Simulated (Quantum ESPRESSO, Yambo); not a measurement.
CdSe (zinc blende, space group F-43m, No. 216) under isotropic strain (on all lattice vectors), counted from the cell relaxed with PBEsol, atoms relaxed at each step. norm-conserving PBE (stringent potentials; Quantum ESPRESSO, 120 Ry, without SOC); G0W0 in Yambo (4×4×4 Γ-centred k mesh, bands 14 to 259 and a 15 Ry block in the screening, 259 bands in G with the Bruneval-Gonze terminator, plasmon pole fitted at 27.2 eV).

```json
[
 {"strain s (%)": "-3", "PBE direct gap at Γ (eV)": "0.793", "G0W0 direct gap at Γ (eV)": "1.567"},
 {"strain s (%)": "-2", "PBE direct gap at Γ (eV)": "0.732", "G0W0 direct gap at Γ (eV)": "1.495"},
 {"strain s (%)": "-1", "PBE direct gap at Γ (eV)": "0.670", "G0W0 direct gap at Γ (eV)": "1.417"},
 {"strain s (%)": "-0.5", "PBE direct gap at Γ (eV)": "0.640", "G0W0 direct gap at Γ (eV)": "1.374"},
 {"strain s (%)": "0", "PBE direct gap at Γ (eV)": "0.609", "G0W0 direct gap at Γ (eV)": "1.333"},
 {"strain s (%)": "+0.5", "PBE direct gap at Γ (eV)": "?", "G0W0 direct gap at Γ (eV)": "?"},
 {"strain s (%)": "+1", "PBE direct gap at Γ (eV)": "0.547", "G0W0 direct gap at Γ (eV)": "1.257"}
]
```

Q: Fit a parabola in s to each column by least squares and predict the withheld row.

A: PBE: E = 0.609 − 0.0617 s − 0.0001 s² (largest residual 0 meV), giving 0.578 eV at s = +0.5; the run gave 0.578 eV, a miss of 0 meV. G0W0: E = 1.336 − 0.0799 s − 0.0008 s² (largest residual 3 meV), giving 1.296 eV at s = +0.5; the run gave 1.292 eV, a miss of 4 meV. The GW settings are held fixed; their convergence isn't established. The screening block changes size along the series (339 vectors at -3 %, 387 vectors at -2 %, 387 vectors at -1 %, 387 vectors at -0.5 %, 387 vectors at +0 %, 387 vectors at +0.5 %, 411 vectors at +1 %), which puts steps into the G0W0 values. Spin-orbit splittings are left out.
